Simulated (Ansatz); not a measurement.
# Elastic constants of CaO: input and output

The calculation used DFT LDA, scalar-relativistic, plane waves, PAW (Ansatz).

Launched with:
```bash
ansatz run input.yaml --threads 1 --pin off --max-ram 3072MiB --backend cpu --events-out ev --progress --plain --runs-dir out
```

Input (bare energies are in eV):
```yaml
crystal:
  lattice:
    - [0.0, 2.3539509275, 2.3539509275]
    - [2.3539509275, 0.0, 2.3539509275]
    - [2.3539509275, 2.3539509275, 0.0]
  atoms:
    - { symbol: Ca, position: [0.0, 0.0, 0.0] }
    - { symbol: O, position: [0.5, 0.5, 0.5] }
basis:
  ecutwfc: 420
kpoints:
  mp_grid: { grid: [8, 8, 8] }
hamiltonian:
  xc: lda
scf:
  occupations: { method: fixed }
output:
  forces: true
  stress: true
  eigenvalues: true
elastic:
  mode: relaxed_ion
  stencil: two_point
```

From the output:
```
--- Elastic constants: 2 strain directions × 2 members + reference (group order 48) ---
  dense FFT box of the reference and of every strained cell: 24×24×24
  strains applied: 11, 23; error gains: componentwise 1.00 (the most a stress slope's error grows in a printed constant), spectral 1.73 (1 for all six strains in a standard setting)
  C = ∂σ_k/∂η_j (tension-positive GPa; Voigt order 11 22 33 23 13 12):
       260.351     63.062     63.062      0.000     -0.000     -0.000
        63.062    260.351     63.062      0.000     -0.000      0.000
        63.062     63.062    260.351      0.000      0.000      0.000
         0.000     -0.000     -0.000     79.994     -0.000     -0.000
        -0.000      0.000     -0.000      0.000     79.994      0.000
        -0.000      0.000      0.000     -0.000     -0.000     79.994
  reference stress σ⁰ (GPa):      0.007      0.007      0.007      0.000     -0.000     -0.000
  C* (energy form; C + prestress term) asymmetry max|C*_kj − C*_jk| = 2.132e-14 GPa — a small one proves nothing (zero by symmetry where the batch's group is 432, −43m or m−3m); a large one is finite-difference/SCF noise where every solve ...
  moduli (Voigt/Reuss/Hill, GPa): K = 128.83/128.83/128.83   G = 87.45/86.54/87.00   E = 213.04   ν = 0.224
  mechanically stable: yes (min eigenvalue of sym C = 79.99 GPa)
  strain η (Voigt 11):  stress-route row diagonal C_11 = 260.35 GPa, energy-path curvature d²(F+E_count+ΔE)/dδ²/Ω₀ = 263.01 GPa
         δ    σ_11 (GPa) F (eV) n_scf n_hpsi n_pw
    -2.000e-3      -0.5204       -2331.6396316       7   13120    531   relax 0 steps, max|allowed force component| 2.21e-29 eV/Å
     2.000e-3       0.5210       -2331.6395924       6   10466    531   relax 0 steps, max|allowed force component| 5.47e-30 eV/Å
  strain η (Voigt 23):  stress-route row diagonal C_44 = 79.99 GPa, energy-path curvature d²(F+E_count+ΔE)/dδ²/Ω₀ = 82.57 GPa
         δ    σ_23 (GPa) F (eV) n_scf n_hpsi n_pw
    -2.000e-3      -0.1600       -2331.6396762       7   19494    531   relax 0 steps, max|allowed force component| 3.87e-29 eV/Å
     2.000e-3       0.1600       -2331.6396762       6   16729    531   relax 0 steps, max|allowed force component| 1.48e-30 eV/Å
```

It took 6.2 s on 1 thread of Arm Neoverse V1 (shared host), peak memory 0.29 GiB.